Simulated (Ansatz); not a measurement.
## Sensitivity of the gradients in HfO2 to the input

Cell: a computed structure from the Materials Project (it need not be an observed phase), taken as it stands.

```
CELL_PARAMETERS angstrom
3.55802 0.00000 0.00000
0.00000 3.55802 0.00000
0.00000 0.00000 5.17186
ATOMIC_POSITIONS crystal
Hf 0.50000 0.50000 0.50000
Hf 0.00000 0.00000 0.00000
O 0.00000 0.50000 0.69721
O 0.50000 0.00000 0.80279
O 0.50000 0.00000 0.30279
O 0.00000 0.50000 0.19721
```

Atom numbers follow the list; atoms alike are taken as one site, whose name carries the number of the first.

Reference run. Method: Kohn–Sham DFT in Ansatz, PBE, plane waves and PAW (field gradients read without the response of the frozen cores, which leaves them typically 4 to 6 % off), scalar-relativistic, 420 eV cutoff, Γ-centred 5×5×4 k-points, Fermi–Dirac smearing 0.02 eV.

(1) The input is changed as follows: `hamiltonian.hubbard`: not typed → {sites: [{species: Hf, l: d, u_eff: 2.0}], double_counting: fll}; `basis.ecutwfc`: not typed → 44.1 Ry. What happens to V_zz (10²¹ V/m²) and η?

Results:

(1) 

| site | atom | V_zz reference | η reference | V_zz changed | η changed |
| --- | --- | --- | --- | --- | --- |
| Hf | 1 | 14.12 | 0.00 | 14.34 | 0.00 |
| O | 3 | 0.89 | 0.03 | 0.63 | 0.40 |

The largest change of V_zz is on O, from 0.89 to 0.63. In per cent, |V_zz| changes by +2 on Hf, -29 on O (all sites that start above 0.5). Where |V_zz| stays above 0.1, η moves most on O, from 0.03 to 0.40. At these positions the changed run has forces up to 0.3 eV/Å, so its atoms aren't at their own equilibrium. SCF iterations: 7 and 10.

On the reference run: At this cell the PBE pressure is 10 GPa, so with PBE the cell would grow if it were relaxed. The entry's cell may itself be off. Without spin–orbit coupling the gradients at and beside Hf can be off by some per cent, at some sites by more.
